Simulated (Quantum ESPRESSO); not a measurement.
## InAl2GaP4 (input and log of a self-consistent run)

A calculation, not a measurement. The program is pw.x of Quantum ESPRESSO 7.5 (plane-wave density functional theory). The cell is made up: 8 atoms on a zincblende/diamond lattice, with randomly drawn elements, strain and displacements, not relaxed. PseudoDojo standard norm-conserving files (v0.5 for PBE, v0.4.1 for LDA and PBEsol) set the functional; there is no spin polarisation, spin-orbit coupling or dispersion term, and the masses in the input are unused placeholders.

Input:

```
&control calculation='scf', pseudo_dir='./dojo.nc.sr.pbe.v0_5.standard.upf', outdir='./o', disk_io='low', tprnfor=.true., tstress=.true. /
&system ibrav=0, nat=8, ntyp=4, nbnd=32, ecutwfc=79.96652505, nosym=.true., tot_charge=0,
 occupations='smearing', smearing='fd', degauss=0.0018374661
/
&electrons conv_thr=7.350e-09, electron_maxstep=60, /
ATOMIC_SPECIES
Al 1.0 Al.upf
Ga 1.0 Ga.upf
In 1.0 In.upf
P 1.0 P.upf
CELL_PARAMETERS angstrom
5.6343 -0.0485 0.0088
-0.0485 5.5418 -0.014
0.0088 -0.014 5.5554
ATOMIC_POSITIONS angstrom
In -0.0211 0.0081 0.0444
Al -0.0393 2.777 2.7323
Al 2.8237 -0.0207 2.7775
Ga 2.8292 2.7702 0.0257
P 1.414 1.3425 1.4371
P 1.5474 4.1453 4.163
P 4.22 1.3655 4.1625
P 4.1837 4.0873 1.3992
K_POINTS automatic
4 4 4 1 1 1
```

The log is shortened where brackets say so; the opening notice, blank lines, dates and the lines on written files are dropped, and the path of the files is cut. It prints rydbergs, bohrs and kilobars, and counts compression as positive stress.

```
     Program PWSCF v.7.5
     Parallel version (MPI & OpenMP), running on       4 processor cores
     Number of MPI processes:                 4
     Threads/MPI process:                     1
     [start-up lines left out]
     bravais-lattice index     =            0
     lattice parameter (alat)  =      10.6477  a.u.
     unit-cell volume          =    1170.4860 (a.u.)^3
     number of atoms/cell      =            8
     number of atomic types    =            4
     number of electrons       =        52.00
     number of Kohn-Sham states=           32
     kinetic-energy cutoff     =      79.9665  Ry
     charge density cutoff     =     319.8661  Ry
     scf convergence threshold =      7.3E-09
     mixing beta               =       0.7000
     number of iterations used =            8  plain     mixing
     Exchange-correlation= PBE
                           (   1   4   3   4   0   0   0)
     [axes and pseudopotential details left out]
   Cartesian axes
     site n.     atom                  positions (alat units)
         1        In     tau(   1) = (  -0.0037448   0.0014376   0.0078800  )
         2        Al     tau(   2) = (  -0.0069749   0.4928551   0.4849219  )
         3        Al     tau(   3) = (   0.5011433  -0.0036738   0.4929439  )
         4        Ga     tau(   4) = (   0.5021195   0.4916483   0.0045612  )
         5        P      tau(   5) = (   0.2509532   0.2382636   0.2550530  )
         6        P      tau(   6) = (   0.2746288   0.7356977   0.7388390  )
         7        P      tau(   7) = (   0.7489552   0.2423456   0.7387503  )
         8        P      tau(   8) = (   0.7425128   0.7254040   0.2483266  )
     number of k points=    32  Fermi-Dirac smearing, width (Ry)=  0.0018
                       cart. coord. in units 2pi/alat
        k(    1) = (   0.1259128   0.1285138   0.1269046), wk =   0.0625000
        k(    2) = (   0.1255223   0.1291510   0.3804671), wk =   0.0625000
     [further k points left out]
     Dense  grid:   113093 G-vectors     FFT dimensions: (  64,  60,  60)
     Estimated max dynamical RAM per process >     199.97 MB
     Estimated total dynamical RAM >     717.06 MB
     Initial potential from superposition of free atoms
     starting charge      51.9880, renormalised to      52.0000
     Starting wfcs are   42 randomized atomic wfcs
     total cpu time spent up to now is        4.5 secs
     per-process dynamical memory:   142.4 Mb
     Self-consistent Calculation
     iteration #  1     ecut=    79.97 Ry     beta= 0.70
     Davidson diagonalization with overlap
     ethr =  1.00E-02,  avg # of iterations =  4.2
     Threshold (ethr) on eigenvalues was too large:
     Diagonalizing with lowered threshold
     Davidson diagonalization with overlap
     ethr =  7.04E-04,  avg # of iterations =  1.8
     total cpu time spent up to now is       17.3 secs
     total energy              =    -350.65916576 Ry
     estimated scf accuracy    <       0.37787570 Ry
     iteration #  2     ecut=    79.97 Ry     beta= 0.70
     Davidson diagonalization with overlap
     ethr =  7.27E-04,  avg # of iterations =  2.3
     total cpu time spent up to now is       23.6 secs
     total energy              =    -350.74860382 Ry
     estimated scf accuracy    <       0.08058287 Ry
     iteration #  3     ecut=    79.97 Ry     beta= 0.70
     Davidson diagonalization with overlap
     ethr =  1.55E-04,  avg # of iterations =  3.6
     total cpu time spent up to now is       30.4 secs
     total energy              =    -350.76334632 Ry
     estimated scf accuracy    <       0.00507766 Ry
     iteration #  4     ecut=    79.97 Ry     beta= 0.70
     Davidson diagonalization with overlap
     ethr =  9.76E-06,  avg # of iterations =  9.9
     total cpu time spent up to now is       39.9 secs
     total energy              =    -350.76464370 Ry
     estimated scf accuracy    <       0.00185979 Ry
     iteration #  5     ecut=    79.97 Ry     beta= 0.70
     Davidson diagonalization with overlap
     ethr =  3.58E-06,  avg # of iterations =  4.4
     total cpu time spent up to now is       47.2 secs
     total energy              =    -350.76495520 Ry
     estimated scf accuracy    <       0.00009335 Ry
     iteration #  6     ecut=    79.97 Ry     beta= 0.70
     Davidson diagonalization with overlap
     ethr =  1.80E-07,  avg # of iterations =  3.1
     total cpu time spent up to now is       54.1 secs
     total energy              =    -350.76497362 Ry
     estimated scf accuracy    <       0.00001195 Ry
     iteration #  7     ecut=    79.97 Ry     beta= 0.70
     Davidson diagonalization with overlap
     ethr =  2.30E-08,  avg # of iterations =  3.7
     total cpu time spent up to now is       61.5 secs
     total energy              =    -350.76497758 Ry
     estimated scf accuracy    <       0.00000142 Ry
     iteration #  8     ecut=    79.97 Ry     beta= 0.70
     Davidson diagonalization with overlap
     ethr =  2.72E-09,  avg # of iterations =  2.3
     total cpu time spent up to now is       67.8 secs
     total energy              =    -350.76497790 Ry
     estimated scf accuracy    <       0.00000008 Ry
     iteration #  9     ecut=    79.97 Ry     beta= 0.70
     Davidson diagonalization with overlap
     ethr =  1.56E-10,  avg # of iterations =  4.7
     total cpu time spent up to now is       76.0 secs
     total energy              =    -350.76497795 Ry
     estimated scf accuracy    <       0.00000003 Ry
     iteration # 10     ecut=    79.97 Ry     beta= 0.70
     Davidson diagonalization with overlap
     ethr =  4.98E-11,  avg # of iterations =  2.0
     total cpu time spent up to now is       82.1 secs
     End of self-consistent calculation
     [lines on levels left out]
!    total energy              =    -350.76497795 Ry
     estimated scf accuracy    <          1.1E-09 Ry
     smearing contrib. (-TS)   =      -0.00000000 Ry
     internal energy E=F+TS    =    -350.76497795 Ry
     The total energy is F=E-TS. E is the sum of the following terms:
     one-electron contribution =    -158.08213433 Ry
     hartree contribution      =     111.19694986 Ry
     xc contribution           =    -102.81965193 Ry
     ewald contribution        =    -201.06014155 Ry
     convergence has been achieved in  10 iterations
     Forces acting on atoms (cartesian axes, Ry/au):
     atom    1 type  3   force =     0.01995267   -0.01080032   -0.04445343
     atom    2 type  1   force =     0.02694554    0.00158933    0.02523310
     atom    3 type  1   force =     0.01771395    0.00604547   -0.00027129
     atom    4 type  2   force =    -0.00992044   -0.02207097   -0.00735595
     atom    5 type  4   force =     0.03248700    0.04989882    0.02557749
     atom    6 type  4   force =    -0.04049820   -0.02919306   -0.01686363
     atom    7 type  4   force =    -0.01928096    0.02292967   -0.02638841
     atom    8 type  4   force =    -0.02739956   -0.01839893    0.04452213
     Total force =     0.128405     Total SCF correction =     0.000084
     Computing stress (Cartesian axis) and pressure
          total   stress  (Ry/bohr**3)                   (kbar)     P=       23.88
   0.00011854   0.00012366   0.00002682           17.44       18.19        3.95
   0.00012366   0.00019055  -0.00005793           18.19       28.03       -8.52
   0.00002682  -0.00005793   0.00017796            3.95       -8.52       26.18
     init_run     :      4.19s CPU      4.32s WALL (       1 calls)
     electrons    :     76.65s CPU     77.56s WALL (       1 calls)
     forces       :      1.26s CPU      1.28s WALL (       1 calls)
     stress       :      4.22s CPU      4.23s WALL (       1 calls)
     [timing details left out]
     PWSCF        :   1m26.57s CPU   1m27.70s WALL
     JOB DONE.
```

In other units: free energy -4772.401 eV for the cell, pressure 2.39 GPa, largest force component 1.283 eV/Å. A rerun of a related cell, with the same atoms placed differently, at 1377 eV and a 6 x 6 x 6 mesh moved values by no more than 0.007 eV in energy, 0.02 GPa in stress and 0.002 eV/Å in force.